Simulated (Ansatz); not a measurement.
BeSe:
```
CELL_PARAMETERS angstrom
      0.00000     2.58884     2.58884
      2.58884     0.00000     2.58884
      2.58884     2.58884     0.00000
ATOMIC_POSITIONS crystal
  Se 0.75000 0.75000 0.75000
  Be 0.00000 0.00000 0.00000
```

Tensor components refer to the Cartesian frame of this cell.

### Question
Give the proper piezoelectric stress tensor with relaxed ions from PBE (plane waves, PAW; program Ansatz).

### Answer
In C/m², rows x, y, z, Voigt columns; mesh uncertainty up to 0.00.
```
0.00  0.00  0.00  0.26  0.00  0.00
0.00  0.00  0.00  0.00  0.26  0.00
0.00  0.00  0.00  0.00  0.00  0.26
```

The elastic tensor of the same run (GPa):

|  | 1 | 2 | 3 | 4 | 5 | 6 |
|---|---|---|---|---|---|---|
| 1 | 127 | 49.0 | 49.0 | 0.0 | 0.0 | 0.0 |
| 2 | 49.0 | 127 | 49.0 | 0.0 | 0.0 | 0.0 |
| 3 | 49.0 | 49.0 | 127 | 0.0 | 0.0 | 0.0 |
| 4 | 0.0 | 0.0 | 0.0 | 66.0 | 0.0 | 0.0 |
| 5 | 0.0 | 0.0 | 0.0 | 0.0 | 66.0 | 0.0 |
| 6 | 0.0 | 0.0 | 0.0 | 0.0 | 0.0 | 66.0 |

### Question
Convert to strain constants d = e·S.

### Answer
In pC/N:
```
0.0  0.0  0.0  3.9  0.0  0.0
0.0  0.0  0.0  0.0  3.9  0.0
0.0  0.0  0.0  0.0  0.0  3.9
```

Space group F-43m (zinc blende). The cell was relaxed with PBE under the symmetry of its start; phonons on a q-mesh show no instability.

Potentials: the later of the program's two PAW sets.
